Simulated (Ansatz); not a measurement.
Input for Ansatz (plane-wave DFT, PAW):

```yaml
crystal:
  lattice:
    - [-0.03419, -4.715069, 2.845556]
    - [-4.715139, -0.034192, 2.845559]
    - [-4.750419, -4.750345, -2.846638]
  atoms:
    - { symbol: O, position: [0.2404727075, 0.2420974447, 0.4881035225] }
    - { symbol: O, position: [0.5699067398, 0.5715347955, 0.1345355779] }
    - { symbol: O, position: [0.8976879249, 0.8993227902, 0.8006855352] }
    - { symbol: O, position: [0.0872066879, 0.0888551747, 0.1874032448] }
    - { symbol: O, position: [0.4284383831, 0.4300959211, 0.8698528298] }
    - { symbol: O, position: [0.7733587008, 0.7750157447, 0.5228127789] }
    - { symbol: O, position: [0.6202225852, 0.0465330896, 0.1576987403] }
    - { symbol: O, position: [0.9641478569, 0.365161378, 0.834614036] }
    - { symbol: O, position: [0.3114578676, 0.7082644885, 0.4965689557] }
    - { symbol: O, position: [0.0449017457, 0.6218723497, 0.1577045782] }
    - { symbol: O, position: [0.3635223774, 0.9658090769, 0.8346157208] }
    - { symbol: O, position: [0.7066112632, 0.3131090185, 0.4965804699] }
    - { symbol: V, position: [0.6703255559, 0.6719561515, 0.3264845964], spin: 0.78 }
    - { symbol: Cr, position: [0.340784417, 0.3424061461, 0.6693500225], spin: 2.29 }
    - { symbol: Mo, position: [0.3113432471, 0.3129867341, 0.1961592455] }
    - { symbol: Mo, position: [0.6565491491, 0.6581948015, 0.8306108418], spin: 0.55 }
    - { symbol: Mo, position: [0.0168917743, 0.0185137048, 0.4847388064], spin: 0.19 }
    - { symbol: W, position: [0.9861876896, 0.9878373997, 0.0012911418] }
basis:
  ecutwfc: 420
kpoints:
  mp_grid: { grid: [7, 7, 5] }
hamiltonian:
  xc: pbesol
scf:
  occupations: { method: gaussian, width: 0.1 }
  lower_state_search: "off"
  n_extra_bands: 10
output:
  forces: true
  stress: true
  eigenvalues: true
  populations: true
  dos:
    method: { smearing: { sigma: 0.1, scheme: gaussian } }
    projected: true
    de: 0.02
magnetization:
  spin_polarized: true
```

Command:
```bash
ansatz run input.yaml --threads 4 --pin off --max-ram 9216MiB --backend cpu --events-out ev --progress --plain --runs-dir out
```

All numbers below come from DFT PBEsol, scalar-relativistic, plane waves, PAW in Ansatz.

Part of what the program printed, abridged (final results; tables in files aren't shown):

```
SCF 1 converged in 35 iterations: F = -37919.825215 eV  dr2 = 6.76e-8
SCF converged after 35 iterations
an eigenvalue changed by more than its tolerance at an iteration that met the thresholds in force, so the SCF went on 2 times, its first undamped step at iteration 32: the last check found none over its tolerance
Magnetization: 4.8126 μB (79.9063 up, 75.0937 down)
Absolute magnetization: 5.3348 μB (∫|ρ↑−ρ↓|, with the PAW one-centre terms)
Spin contamination: 0.1938 ħ² per cell (⟨S²⟩ above its minimum at these occupations)
Per-site moments (μB) at R_I (Å): [(-0.00726590, 0.78051465), (-0.00158612, 0.81021498), (0.01301035, 0.80161406), (0.00793844, 0.79584885), (0.00667424, 0.78230469), (0.00492396, 0.82719481), (0.01426242, 0.79268567), (0.00427537, 0.81842284), (-0.01385489, 0.79131969), (0.01426410, 0.79267553), (0.00426966, 0.81835248), (-0.01385814, 0.79129151), (0.72972042, 0.79129151), (2.08417596, 0.78051465), (-0.05084894, 0.79267553), (0.52236976, 0.78230469), (0.17995044, 0.81255626), (-0.01254435, 0.79531730)]
Free energy (F): -37919.825215 eV
Harris-Foulkes:  -37919.825215 eV  (|F-HF|=6.27e-8)
Internal energy: -37919.788201 eV  (E = F + TS)
E sigma→0 (E₀):  -37919.806708 eV
Entropy (-TS):   -0.037014 eV (-2.056 meV/atom)
Fermi energy:    12.908432 eV
--- Per-component energies (eV) ---
  E_band       = -1067.537493
  E_kinetic    = 4541.778000
  E_local      = -10803.894486  (includes V_loc(G=0)·N_el)
  E_nonlocal   = 1046.115638
  E_hartree    = 3972.741085
  E_xc         = -1947.092613
  E_vxc        = -2378.449319  (∫ρ·V_xc dr)
  E_paw        = -21945.092224  (= ΣΔE_a)
  E_vpaw       = -1418.601761  (= ΣTr[D̂ρ^β])
  E_aug_tail   = 0.030060  (compensation charges beyond the density's cutoff)
  E_ewald      = -12785.956485
  E_core_change = 1.582824  (= ΣΔE_core)
  E_smearing   = -0.037014  (= −TS)
--- Forces (eV/Å), atoms counted from 1 ---
  atom   1  O      0.00846543     0.00859215     0.01999082
  atom   2  O     -0.02182954    -0.02168733    -0.02827865
  atom   3  O     -0.01741547    -0.01748020     0.02292055
  atom   4  O      0.01396291     0.01420340     0.00657480
  atom   5  O      0.00943217     0.00939273    -0.00278945
  atom   6  O     -0.00249685    -0.00260801    -0.00673599
  atom   7  O     -0.02809172     0.01250919    -0.00481723
  atom   8  O      0.00835288    -0.01341687    -0.00375210
  atom   9  O     -0.02752182     0.01605568     0.01204038
  atom  10  O      0.01253630    -0.02782740    -0.00487721
  atom  11  O     -0.01285737     0.00794647    -0.00439192
  atom  12  O      0.01690378    -0.02841300     0.01248400
  atom  13  V      0.03360913     0.03404118     0.00927076
  atom  14  Cr    -0.01512730    -0.01360574    -0.00823845
  atom  15  Mo     0.00310859     0.00281312     0.00245369
  atom  16  Mo     0.00902947     0.00908119     0.00914618
  atom  17  Mo     0.00381263     0.00445086    -0.02530343
  atom  18  W      0.00612456     0.00595040    -0.00575426
--- Stress (GPa, compression-positive) ---
       -0.004246       0.019870       0.024278
        0.019870      -0.003610       0.024266
        0.024277       0.024265       0.067208
  P = ⅓ Tr σ = 0.0198 GPa (0.198 kbar)
--- Band table (eV; the first three rows and the last of 246) ---
  k-point 0 ↑: bands = ["-62.8015", "-60.3522", "-52.5578", "-50.0566", "-49.4882", "-49.2075", "-31.8683", "-31.8357", "-31.7700", "-27.2775", "-27.2106", "-27.0377", "-26.6222", "-26.4938", "-26.4380", "-24.4386", "-24.2260", "-24.1622", "-24.1074", "-23.7813", "-23.6702", "-23.6100", "-23.3251", "-22.9692", "-7.9179", "-7.1439", "-6.8477", "-6.7162", "-6.5154", "-6.3892", "-6.1632", "-6.0477", "-5.9690", "-5.9517", "-5.5966", "-5.5675", "4.0074", "4.0428", "4.6942", "4.8434", "5.1644", "5.3126", "5.3248", "5.4735", "5.6025", "5.7436", "6.0091", "6.1779", "6.4635", "6.6879", "6.9041", "7.0167", "7.1633", "7.3367", "7.5369", "7.5630", "7.7918", "8.0518", "8.1222", "8.1461", "8.3331", "8.617 ...
  k-point 1 ↑: bands = ["-62.8015", "-60.3522", "-52.5578", "-50.0565", "-49.4883", "-49.2075", "-31.8684", "-31.8357", "-31.7700", "-27.2772", "-27.2102", "-27.0377", "-26.6221", "-26.4942", "-26.4380", "-24.4574", "-24.2259", "-24.1696", "-24.0725", "-23.7814", "-23.6713", "-23.6099", "-23.3251", "-22.9779", "-7.8524", "-7.1011", "-6.9030", "-6.7173", "-6.5481", "-6.3819", "-6.1820", "-6.0483", "-5.9795", "-5.9471", "-5.6257", "-5.5713", "4.0532", "4.2106", "4.8091", "4.9341", "5.1202", "5.2610", "5.2946", "5.5637", "5.5859", "5.7378", "6.1294", "6.2521", "6.5277", "6.5506", "6.7256", "6.8480", "6.9178", "7.3291", "7.3836", "7.4436", "7.7899", "8.1295", "8.1369", "8.3842", "8.4440", "8.628 ...
  k-point 2 ↑: bands = ["-62.8015", "-60.3522", "-52.5578", "-50.0565", "-49.4884", "-49.2074", "-31.8684", "-31.8357", "-31.7700", "-27.2767", "-27.2096", "-27.0378", "-26.6219", "-26.4949", "-26.4380", "-24.4838", "-24.2259", "-24.1742", "-24.0272", "-23.7816", "-23.6730", "-23.6098", "-23.3252", "-22.9924", "-7.7183", "-7.0860", "-6.9266", "-6.7190", "-6.6636", "-6.3730", "-6.1812", "-6.0540", "-5.9884", "-5.9394", "-5.6818", "-5.5777", "4.1092", "4.5569", "4.9658", "5.1130", "5.2116", "5.2226", "5.4011", "5.5411", "5.6692", "5.7417", "5.9589", "6.1872", "6.2151", "6.3826", "6.5892", "6.6080", "6.8967", "7.1852", "7.2976", "7.7478", "7.7945", "8.0690", "8.3142", "8.3285", "8.4551", "8.625 ...
  k-point 122 ↓: bands = ["-62.8129", "-57.6881", "-51.6126", "-49.4353", "-49.3559", "-49.1973", "-29.2792", "-29.2005", "-29.1858", "-27.2630", "-27.2283", "-27.0441", "-25.7316", "-25.5647", "-25.5088", "-24.0975", "-23.7322", "-23.6963", "-23.6020", "-23.5398", "-23.4707", "-23.4424", "-23.2962", "-22.9454", "-7.3817", "-7.2025", "-6.9088", "-6.7858", "-6.5600", "-6.3717", "-6.2670", "-6.0228", "-5.9741", "-5.9131", "-5.6691", "-5.5835", "4.4043", "4.6296", "4.8172", "5.0268", "5.2553", "5.4137", "5.7470", "5.8820", "6.1574", "6.2592", "6.3038", "6.4685", "6.6662", "6.8007", "6.9154", "7.1328", "7.1983", "7.3964", "7.5930", "7.8075", "7.9203", "7.9715", "8.0526", "8.1248", "8.2450", "8.3 ...
--- Löwdin populations: 18 sites ---
  site symbol q [e]    m [muB]
     0      O      6.5356    -0.0049
     1      O      6.6277    -0.0052
     2      O      6.6175     0.0151
     3      O      6.5322     0.0112
     4      O      6.5884     0.0067
     5      O      6.6299     0.0038
     6      O      6.5649     0.0166
     7      O      6.6245     0.0056
     8      O      6.6288    -0.0154
     9      O      6.5648     0.0166
    10      O      6.6245     0.0056
    11      O      6.6288    -0.0154
    12      V     11.7902     0.9928
    13     Cr     12.8106     2.5541
    14     Mo     12.7754    -0.0841
    15     Mo     12.5949     0.9429
    16     Mo     12.7431     0.3227
    17      W     12.4569    -0.0232
  spilling = 0.004265 (of n_electrons = 155.000000)
```

The calculation finished and met its thresholds.

It took 15 min on 4 threads of Arm Neoverse N1, on a shared host, peak memory 2.8 GiB.

Spin-orbit coupling is left out, which matters for the bands of heavy elements. Moments started parallel, and an antiferromagnetic order may lie lower.